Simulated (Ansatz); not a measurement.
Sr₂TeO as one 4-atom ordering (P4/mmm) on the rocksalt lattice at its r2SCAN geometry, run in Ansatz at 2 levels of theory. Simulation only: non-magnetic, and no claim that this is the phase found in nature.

The PBE+SOC input:
```yaml
crystal:
  lattice:
    - [4.3563053191, 0.0, 0.0]
    - [0.0, 4.3563053191, 0.0]
    - [0.0, 0.0, 6.1723914998]
  atoms:
    - { symbol: O, position: [0.0, 0.0, 0.0] }
    - { symbol: Sr, position: [0.0, 0.0, 0.5] }
    - { symbol: Te, position: [0.5, 0.5, 0.5] }
    - { symbol: Sr, position: [0.5, 0.5, 0.0] }
kpoints:
  mp_grid: { grid: [6, 6, 4] }
  band_path:
    path:
      - [0.0, 0.0, 0.0]
      - [0.0, 0.5, 0.0]
      - [0.5, 0.5, 0.0]
      - [0.0, 0.0, 0.5]
      - [0.0, 0.5, 0.5]
      - [0.5, 0.5, 0.5]
    npoints: 1
hamiltonian:
  xc: pbe
scf:
  occupations: { method: fixed }
  n_extra_bands: 10
magnetization:
  noncollinear: true
  spin_orbit: true
output:
  forces: true
  stress: true
  eigenvalues: true
  write_density: true
  write_potential: true
  elf: true
  volumetric_format: npy
```

Main results, then, where recorded, the levels near the gap in eV from the Fermi energy (columns number the bands from 0), one row a point of the path (Γ, X, M, Z, R, A):
```
Crystal: 4 atoms, lattice volume = 117.136 Å³
Symmetry: 16 space group operations + 16 with time reversal
Magnetic group: BNS 123.340 (UNI 1000)
```
```
Basis set: ecut = 420 eV, 2293 PW (Γ)
Bands: 52, of which v1, the nominal top of the filled ones, is band 42 counted from 1 (41 counted from 0)
k-points: 30 of 144
Free energy (F): -14643.955866 eV
Fermi energy:    6.663907 eV
--- Stress (GPa, compression-positive) ---
        0.454042       0.000000       0.000000
        0.000000       0.454042       0.000000
        0.000000       0.000000       0.516767
  P = ⅓ Tr σ = 0.4750 GPa (4.750 kbar)
```
```tsv
band_36	band_37	band_38	band_39	band_40	band_41	band_42	band_43	band_44	band_45	band_46	band_47
-0.139	-0.139	-0.004	-0.004	0.000	0.000	1.405	1.405	2.002	2.002	3.624	3.624
-1.062	-1.062	-0.525	-0.525	-0.471	-0.471	3.261	3.261	4.263	4.263	4.440	4.440
-0.353	-0.353	-0.337	-0.337	-0.249	-0.249	1.751	1.751	1.758	1.758	3.854	3.854
-0.528	-0.528	-0.213	-0.213	-0.182	-0.182	1.608	1.608	3.204	3.204	3.522	3.522
-0.805	-0.805	-0.635	-0.635	-0.512	-0.512	3.610	3.610	4.524	4.524	4.842	4.842
-0.660	-0.660	-0.652	-0.652	-0.631	-0.631	3.107	3.107	3.110	3.110	4.761	4.761
```

With PBE+SOC the gap is 1.40 eV and direct, at Γ.

Task: In the first input these blocks are replaced (the band path and keys that only write files left aside):
```yaml
kpoints:
  mp_grid: { grid: [4, 4, 4] }
hamiltonian:
  xc: hse06
scf:
  occupations: { method: fixed }
  n_extra_bands: 5
```
(magnetization left out)
What comes out?

Result:
```
Basis set: ecut = 420 eV, 2293 PW (Γ)
Bands: 26, of which v1, the nominal top of the filled ones, is band 21 counted from 1 (20 counted from 0)
k-points: 18 of 64
Exchange kernel: α = 0.2500, screened, ω = 0.2079 Å⁻¹, Wigner–Seitz truncation, v(0) = 1042.8251 eV·Å³, q-mesh 4×4×4
hybrid outer 1: dexx = +1.230e-2 eV, tail = 4.97e-5 eV
hybrid outer 2: dexx = +3.145e-7 eV, tail = 1.46e-8 eV, Δε = 1.47e-3 eV
Free energy (F): -14649.459905 eV
Fermi energy:    5.848758 eV
--- Stress (GPa, compression-positive) ---
       -0.167700       0.000000       0.000000
        0.000000      -0.167700       0.000000
        0.000000       0.000000      -0.175958
  P = ⅓ Tr σ = -0.1705 GPa (-1.705 kbar)
```
```tsv
band_18	band_19	band_20	band_21	band_22	band_23
-0.001	-0.001	0.000	2.449	3.161	4.907
-1.089	-0.521	-0.475	4.434	5.518	5.746
-0.352	-0.352	-0.263	2.855	2.855	5.090
-0.571	-0.191	-0.191	2.658	4.451	4.799
-0.788	-0.629	-0.514	4.692	5.911	6.024
-0.669	-0.669	-0.659	4.266	4.266	5.980
```
The HSE06 gap is direct at Γ: 2.45 eV. The mean stress, -0.2 GPa, is small, and the program warns that its thresholds are loose for a hybrid's stress.

Small level splittings and stresses of the hybrids carry the error of their coarser meshes.

Totals of different functionals, or with and without spin-orbit coupling, can't be compared.

Only the levels marked +SOC include spin-orbit coupling.

The meshes of the hybrids are coarse, so their gaps aren't converged to the digits shown.
